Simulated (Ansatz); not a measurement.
SiO₂ (alpha-quartz type, space group P3_121)

```xyz
9
Lattice="4.9484 0.0000 0.0000 -2.4742 4.2855 0.0000 0.0000 0.0000 5.4413" Properties=species:S:1:pos:R:3 pbc="T T T"
Si     2.3271     0.0000     4.5344
Si    -1.1636     2.0153     0.9069
Si     1.3107     2.2701     2.7206
O      1.3803     1.1447     3.8885
O      3.2670     0.6231     0.2610
O      2.7754     2.5178     2.0747
O     -1.0939     3.1408     5.1803
O      0.3012     1.7677     1.5528
O      0.7927     3.6624     3.3665
```

The slice is a (-1 1 0 2) plane (indices of the conventional cell) through the point (0.530, 0.530, 0.500) (fractional), spanned by u = [110] and v = [1 -1 1] in vectors of this cell: u (4.95 Å) and v (10.15 Å, at 90° to u). It covers one period; positions are fractions (u, v).

The numbers are results of PBEsol (plane waves to 420 eV, PAW, scalar-relativistic; Ansatz, an electronic-structure program), not measurements. k mesh 8×8×6. Near the nuclei the fields are pseudised (PAW); where an atom keeps semicore shells as valence, they peak there. SiO2 was relaxed with its symmetry unable to fall. The PAW data are Ansatz's earlier set.

**Question.** Predict the map of the electrostatic potential energy of an electron, from the cell's mean on the slice.

**Answer.** 
```
|xxxx  --%%@@@@@@%%--  xx|
|      **%%@@@@@@##      |
|::--**%%@@@@%%##==  xx..|
|**##%%@@@@%%++..      --|
|**%%%%@@%%##..        ::|
|++##%%@@%%**    xxxx    |
|**%%%%%%%%**    xxxx    |
|##%%%%%%%%##--        ==|
|%%%%%%%%%%##**--..::++##|
|@@@@%%%%%%%%####**##%%@@|
|@@@@%%%%@@@@%%%%%%%%@@@@|
|@@@@@@@@@@@@@@%%%%@@@@@@|
|@@@@%%%%@@@@%%%%%%%%@@@@|
|@@@@%%%%%%%%####**##%%@@|
|%%%%%%%%%%##**--..::++##|
|##%%%%%%%%##--        ==|
|**%%%%%%%%**    xxxx    |
|++##%%@@%%**    xxxx    |
|**%%%%@@%%##..        ::|
|**##%%@@@@%%++..      --|
|::--**%%@@@@%%##==  xx..|
|      **%%@@@@@@##      |
|xxxx  --%%@@@@@@%%--  xx|
|xxxx  ::%%@@@@@@%%::  xx|
```
Scale: ten equal steps from 0.00 (start of ' ') to 8.31 (end of '@'), in the order ' .:-=+*#%@'. Values: electrostatic potential energy of an electron, from the cell's mean, in eV. The map has 12 points along u (two characters each, u = 0 at the left) and 24 along v (v = 0 in the bottom row). Points within 0.7 Å of a nucleus are blanked (x), as the pseudised field means little there. Values under 0 eV are set to 0. The zero, the cell's mean, hangs on the PAW cores.
